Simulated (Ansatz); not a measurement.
LaScO3:
```cif
data_La4O12Sc4
_chemical_formula_sum 'La4 Sc4 O12'
_space_group_name_H-M_alt 'P 1'
_space_group_IT_number 1
_cell_length_a 5.70987
_cell_length_b 7.96110
_cell_length_c 5.59539
_cell_angle_alpha 90.000
_cell_angle_beta 90.000
_cell_angle_gamma 90.000
loop_
_space_group_symop_operation_xyz
  'x, y, z'
loop_
_atom_site_label
_atom_site_type_symbol
_atom_site_fract_x
_atom_site_fract_y
_atom_site_fract_z
_atom_site_occupancy
La1 La 0.45430 0.25000 0.98869 1
La2 La 0.95430 0.25000 0.51131 1
La3 La 0.54570 0.75000 0.01131 1
La4 La 0.04570 0.75000 0.48869 1
Sc1 Sc 0.00000 0.00000 0.00000 1
Sc2 Sc 0.50000 0.50000 0.50000 1
Sc3 Sc 0.00000 0.50000 0.00000 1
Sc4 Sc 0.50000 0.00000 0.50000 1
O1 O 0.03224 0.25000 0.09849 1
O2 O 0.53224 0.25000 0.40151 1
O3 O 0.96776 0.75000 0.90151 1
O4 O 0.46776 0.75000 0.59849 1
O5 O 0.29559 0.55257 0.20462 1
O6 O 0.79559 0.94743 0.29538 1
O7 O 0.70441 0.05257 0.79538 1
O8 O 0.20441 0.44743 0.70462 1
O9 O 0.70441 0.44743 0.79538 1
O10 O 0.20441 0.05257 0.70462 1
O11 O 0.29559 0.94743 0.20462 1
O12 O 0.79559 0.55257 0.29538 1
```

Relaxed with LDA.

**Question.** Which orbitals make up the states near the band edges in plane-wave PAW LDA (Ansatz code)?

**Answer.** Top 1 eV of the valence band: O 2p 89 %. Bottom 1 eV of the conduction band: La 4f 44 %, Sc 3d 38 %, La 5d 11 %. Projections are on Löwdin-orthogonalised atomic valence shells; empty p or d shells of many metals are not among them.

**Question.** Tabulate the density of states.

**Answer.** States/eV per cell of 20 atoms, in 0.25 eV bins, energy from the valence-band maximum.

```tsv
E (eV)	total	O 2p	La 4f	Sc 3d
-7.85	0.00	0.00	0.00	0.00
-7.60	0.00	0.00	0.00	0.00
-7.35	0.00	0.00	0.00	0.00
-7.10	0.00	0.00	0.00	0.00
-6.85	0.00	0.00	0.00	0.00
-6.60	0.00	0.00	0.00	0.00
-6.35	0.00	0.00	0.00	0.00
-6.10	0.00	0.00	0.00	0.00
-5.85	0.00	0.00	0.00	0.00
-5.60	0.00	0.00	0.00	0.00
-5.35	0.00	0.00	0.00	0.00
-5.10	0.00	0.00	0.00	0.00
-4.85	0.00	0.00	0.00	0.00
-4.60	0.00	0.00	0.00	0.00
-4.35	0.00	0.00	0.00	0.00
-4.10	0.00	0.00	0.00	0.00
-3.85	0.00	0.00	0.00	0.00
-3.60	1.02	0.65	0.00	0.16
-3.35	14.05	9.63	0.10	1.38
-3.10	19.39	13.65	0.17	1.81
-2.85	11.08	7.83	0.10	1.07
-2.60	20.61	14.67	0.14	2.87
-2.35	29.10	21.39	0.21	3.06
-2.10	29.09	21.90	0.29	2.91
-1.85	25.38	19.51	0.34	2.38
-1.60	19.24	15.35	0.38	1.31
-1.35	18.92	15.51	0.45	1.07
-1.10	18.42	15.64	0.52	0.70
-0.85	22.61	19.71	0.63	0.61
-0.60	23.53	20.75	0.57	0.62
-0.35	21.20	19.11	0.39	0.40
-0.10	14.34	13.07	0.22	0.21
0.15	0.00	0.00	0.00	0.00
0.40	0.00	0.00	0.00	0.00
0.65	0.00	0.00	0.00	0.00
0.90	0.00	0.00	0.00	0.00
1.15	0.00	0.00	0.00	0.00
1.40	0.00	0.00	0.00	0.00
1.65	0.00	0.00	0.00	0.00
1.90	0.00	0.00	0.00	0.00
2.15	0.00	0.00	0.00	0.00
2.40	0.00	0.00	0.00	0.00
2.65	0.00	0.00	0.00	0.00
2.90	0.00	0.00	0.00	0.00
3.15	0.00	0.00	0.00	0.00
3.40	0.00	0.00	0.00	0.00
3.65	0.00	0.00	0.00	0.00
3.90	0.24	0.01	0.07	0.14
4.15	3.26	0.14	1.01	1.76
4.40	11.84	0.58	4.23	5.57
4.65	19.30	1.04	8.53	6.94
4.90	30.32	1.11	19.40	6.74
5.15	74.99	1.67	64.57	4.36
5.40	82.74	2.05	74.47	2.84
5.65	33.13	1.36	20.53	8.29
5.90	24.07	1.80	10.10	8.97
```

Space group Pnma. Symmetry was held in the LDA relaxation; of distortions, only those at the zone centre were tested. No spin polarisation was allowed. Scalar-relativistic: spin–orbit coupling is off unless named, which matters more the heavier the elements.

Potentials: the later of the program's two PAW sets.
